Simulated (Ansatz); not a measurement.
AlInN2 (chalcopyrite, I-42d), the program Ansatz at the PBEsol level (PAW). The conduction-band minimum lies at Γ, with 1 equivalent valley. Second derivatives d²E/dk² of the lowest band at one valley (eV·Å²), along Cartesian directions:

| direction | d²E/dk² |
|---|---|
| [100] | 43.54 |
| [010] | 43.54 |
| [001] | 45.42 |
| [110] | 43.53 |
| [101] | 44.46 |
| [011] | 44.46 |

### Question
Find the principal effective masses, the density-of-states mass and the conductivity mass.

### Answer
Off-diagonal terms follow from H_xy = H[110] − (H_xx + H_yy)/2, and m*/mₑ = 7.620 eV·Å² over each eigenvalue: 0.17, 0.17, 0.18. One valley's DOS mass (m₁m₂m₃)^(1/3) = 0.17, conductivity mass 3/(Σ 1/mᵢ) = 0.17 mₑ.

### Question
What effective density of states Nc follows at 300 K for parabolic valleys?

### Answer
Nc = 2.509e19 × 1 × (0.17)^(3/2) ≈ 1.8e18 cm⁻³.

The workflow started from a Materials Project entry (that database holds measured and hypothetical structures alike); the Crystallography Open Database copy checked does not list it. Its standing as an ambient phase is unchecked. The PBEsol relaxation kept the symmetry of its start; its stability against distortions is not shown here. Spin–orbit coupling is left out wherever it is not named.

Potentials: the later of the program's two PAW sets.

Edges and masses are those of Kohn–Sham bands, whose gap is no quasiparticle gap.
